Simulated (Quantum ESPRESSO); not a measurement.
Mg4S3O, input and log of a self-consistent run

Simulated, not a measurement. The program is pw.x of Quantum ESPRESSO 7.5 (plane-wave density functional theory). The cell is made up: 8 atoms on a zincblende/diamond lattice, with randomly drawn elements, strain and displacements, not relaxed. PseudoDojo standard norm-conserving files (v0.5 for PBE, v0.4.1 for LDA and PBEsol) set the functional; there is no spin polarisation, spin-orbit coupling or dispersion term, and the masses in the input are unused placeholders.

Input:

```
&control calculation='scf', pseudo_dir='./dojo.nc.sr.pbe.v0_5.standard.upf', outdir='./o', disk_io='medium', tprnfor=.true., tstress=.true. /
&system ibrav=0, nat=8, ntyp=3, nbnd=38, ecutwfc=84.00895049, nosym=.true., tot_charge=0,
 occupations='smearing', smearing='fd', degauss=0.0018374661
/
&electrons conv_thr=7.350e-09, electron_maxstep=60, /
ATOMIC_SPECIES
Mg 1.0 Mg.upf
O 1.0 O.upf
S 1.0 S.upf
CELL_PARAMETERS angstrom
5.7862 0.0289 -0.0065
0.0289 5.7045 -0.0201
-0.0065 -0.0201 5.7824
ATOMIC_POSITIONS angstrom
Mg -0.0492 -0.0054 0.009
Mg 0.0069 2.8341 2.8904
Mg 2.9085 -0.0212 2.8713
Mg 2.9324 2.9046 -0.0208
S 1.4869 1.4646 1.4443
S 1.4123 4.306 4.2917
S 4.3468 1.382 4.3615
O 4.3535 4.303 1.429
K_POINTS automatic
4 4 4 1 1 1
```

The log is shortened where brackets say so; the opening notice, blank lines, dates and the lines on written files are dropped, and the path of the files is cut. It prints rydbergs, bohrs and kilobars, and counts compression as positive stress. With no partly filled state, the Fermi energy that it prints is only some level between the filled and the empty states on the mesh, and need not lie in the true gap.

```
     Program PWSCF v.7.5
     Parallel version (MPI & OpenMP), running on       1 processor cores
     Number of MPI processes:                 1
     Threads/MPI process:                     1
     [start-up lines left out]
     bravais-lattice index     =            0
     lattice parameter (alat)  =      10.9345  a.u.
     unit-cell volume          =    1287.9497 (a.u.)^3
     number of atoms/cell      =            8
     number of atomic types    =            3
     number of electrons       =        64.00
     number of Kohn-Sham states=           38
     kinetic-energy cutoff     =      84.0090  Ry
     charge density cutoff     =     336.0358  Ry
     scf convergence threshold =      7.3E-09
     mixing beta               =       0.7000
     number of iterations used =            8  plain     mixing
     Exchange-correlation= PBE
                           (   1   4   3   4   0   0   0)
     [axes and pseudopotential details left out]
   Cartesian axes
     site n.     atom                  positions (alat units)
         1        Mg     tau(   1) = (  -0.0085029  -0.0009332   0.0015554  )
         2        Mg     tau(   2) = (   0.0011925   0.4897969   0.4995268  )
         3        Mg     tau(   3) = (   0.5026549  -0.0036638   0.4962259  )
         4        Mg     tau(   4) = (   0.5067854   0.5019809  -0.0035947  )
         5        S      tau(   5) = (   0.2569701   0.2531162   0.2496079  )
         6        S      tau(   6) = (   0.2440775   0.7441747   0.7417033  )
         7        S      tau(   7) = (   0.7512259   0.2388410   0.7537663  )
         8        O      tau(   8) = (   0.7523838   0.7436562   0.2469637  )
     number of k points=    32  Fermi-Dirac smearing, width (Ry)=  0.0018
                       cart. coord. in units 2pi/alat
        k(    1) = (   0.1245105   0.1266039   0.1256638), wk =   0.0625000
        k(    2) = (   0.1247871   0.1274840   0.3758348), wk =   0.0625000
     [further k points left out]
     Dense  grid:   133923 G-vectors     FFT dimensions: (  64,  64,  64)
     Estimated max dynamical RAM per process >     160.45 MB
     Initial potential from superposition of free atoms
     starting charge      63.9967, renormalised to      64.0000
     Starting wfcs are   36 randomized atomic wfcs +    2 random wfcs
     total cpu time spent up to now is       17.4 secs
     per-process dynamical memory:    96.1 Mb
     Self-consistent Calculation
     iteration #  1     ecut=    84.01 Ry     beta= 0.70
     Davidson diagonalization with overlap
     ethr =  1.00E-02,  avg # of iterations =  6.1
     total cpu time spent up to now is       64.9 secs
     total energy              =    -574.35223254 Ry
     estimated scf accuracy    <       1.25811784 Ry
     iteration #  2     ecut=    84.01 Ry     beta= 0.70
     Davidson diagonalization with overlap
     ethr =  1.97E-03,  avg # of iterations =  5.5
     total cpu time spent up to now is      112.9 secs
     total energy              =    -573.75861936 Ry
     estimated scf accuracy    <       5.97824528 Ry
     iteration #  3     ecut=    84.01 Ry     beta= 0.70
     Davidson diagonalization with overlap
     ethr =  1.97E-03,  avg # of iterations =  4.0
     total cpu time spent up to now is      163.5 secs
     total energy              =    -574.92083158 Ry
     estimated scf accuracy    <       0.38084746 Ry
     iteration #  4     ecut=    84.01 Ry     beta= 0.70
     Davidson diagonalization with overlap
     ethr =  5.95E-04,  avg # of iterations =  2.0
     total cpu time spent up to now is      199.4 secs
     total energy              =    -574.93079025 Ry
     estimated scf accuracy    <       0.06426746 Ry
     iteration #  5     ecut=    84.01 Ry     beta= 0.70
     Davidson diagonalization with overlap
     ethr =  1.00E-04,  avg # of iterations =  3.8
     total cpu time spent up to now is      249.9 secs
     total energy              =    -574.93934256 Ry
     estimated scf accuracy    <       0.00103535 Ry
     iteration #  6     ecut=    84.01 Ry     beta= 0.70
     Davidson diagonalization with overlap
     c_bands:  1 eigenvalues not converged
     c_bands:  1 eigenvalues not converged
     c_bands:  1 eigenvalues not converged
     ethr =  1.62E-06,  avg # of iterations = 12.8
     total cpu time spent up to now is      354.7 secs
     total energy              =    -574.93967571 Ry
     estimated scf accuracy    <       0.00015565 Ry
     iteration #  7     ecut=    84.01 Ry     beta= 0.70
     Davidson diagonalization with overlap
     ethr =  2.43E-07,  avg # of iterations =  2.0
     total cpu time spent up to now is      400.1 secs
     total energy              =    -574.93969564 Ry
     estimated scf accuracy    <       0.00001187 Ry
     iteration #  8     ecut=    84.01 Ry     beta= 0.70
     Davidson diagonalization with overlap
     ethr =  1.85E-08,  avg # of iterations =  3.2
     total cpu time spent up to now is      441.7 secs
     total energy              =    -574.93969884 Ry
     estimated scf accuracy    <       0.00000202 Ry
     iteration #  9     ecut=    84.01 Ry     beta= 0.70
     Davidson diagonalization with overlap
     ethr =  3.16E-09,  avg # of iterations =  2.0
     total cpu time spent up to now is      484.7 secs
     total energy              =    -574.93969907 Ry
     estimated scf accuracy    <       0.00000009 Ry
     iteration # 10     ecut=    84.01 Ry     beta= 0.70
     Davidson diagonalization with overlap
     ethr =  1.42E-10,  avg # of iterations =  3.8
     total cpu time spent up to now is      528.7 secs
     End of self-consistent calculation
          k = 0.1245 0.1266 0.1257 ( 16748 PWs)   bands (ev):
   -72.1691 -72.1489 -72.0967 -72.0823 -38.9304 -38.9260 -38.9080 -38.9074
   -38.9053 -38.8970 -38.8616 -38.8578 -38.8491 -38.8416 -38.8324 -38.8245
   -11.9188  -8.9154  -8.4246  -8.3399  -0.4301  -0.3059  -0.2313   0.7957
     0.8345   1.0549   1.1255   1.4720   1.5276   2.0404   2.2981   2.3523
     5.1666   6.3002   6.6346   6.7382   8.0595   8.2696
     [levels at the other k points left out]
     the Fermi energy is     3.9494 ev
!    total energy              =    -574.93969909 Ry
     estimated scf accuracy    <          6.3E-09 Ry
     smearing contrib. (-TS)   =       0.00000000 Ry
     internal energy E=F+TS    =    -574.93969909 Ry
     The total energy is F=E-TS. E is the sum of the following terms:
     one-electron contribution =    -434.73871726 Ry
     hartree contribution      =     214.87381222 Ry
     xc contribution           =     -90.53955015 Ry
     ewald contribution        =    -264.53524390 Ry
     convergence has been achieved in  10 iterations
     Forces acting on atoms (cartesian axes, Ry/au):
     atom    1 type  1   force =    -0.01853311   -0.03203503    0.04377359
     atom    2 type  1   force =    -0.03213271    0.02719610   -0.03099381
     atom    3 type  1   force =     0.02923084   -0.03020765   -0.03367262
     atom    4 type  1   force =     0.02486279    0.03072122    0.03292223
     atom    5 type  3   force =    -0.00473925   -0.00585566   -0.00497134
     atom    6 type  3   force =     0.01103325   -0.00561556    0.00543333
     atom    7 type  3   force =    -0.00561232    0.01477233   -0.01183245
     atom    8 type  2   force =    -0.00410949    0.00102425   -0.00065893
     Total force =     0.110624     Total SCF correction =     0.000161
     Computing stress (Cartesian axis) and pressure
          total   stress  (Ry/bohr**3)                   (kbar)     P=      -64.61
  -0.00044652  -0.00003527   0.00001277          -65.68       -5.19        1.88
  -0.00003527  -0.00042052   0.00000825           -5.19      -61.86        1.21
   0.00001277   0.00000825  -0.00045062            1.88        1.21      -66.29
     init_run     :     16.18s CPU     17.32s WALL (       1 calls)
     electrons    :    487.45s CPU    511.33s WALL (       1 calls)
     forces       :      5.59s CPU      5.80s WALL (       1 calls)
     stress       :     20.83s CPU     21.23s WALL (       1 calls)
     [timing details left out]
     PWSCF        :   8m50.39s CPU   9m16.37s WALL
     JOB DONE.
```

In other units: free energy -7822.453 eV for the cell, pressure -6.46 GPa, largest force component 1.125 eV/Å. A rerun of this cell at 1437 eV and a 6 x 6 x 6 mesh moved values by no more than 0.002 eV in energy, 0.02 GPa in stress and 0.004 eV/Å in force.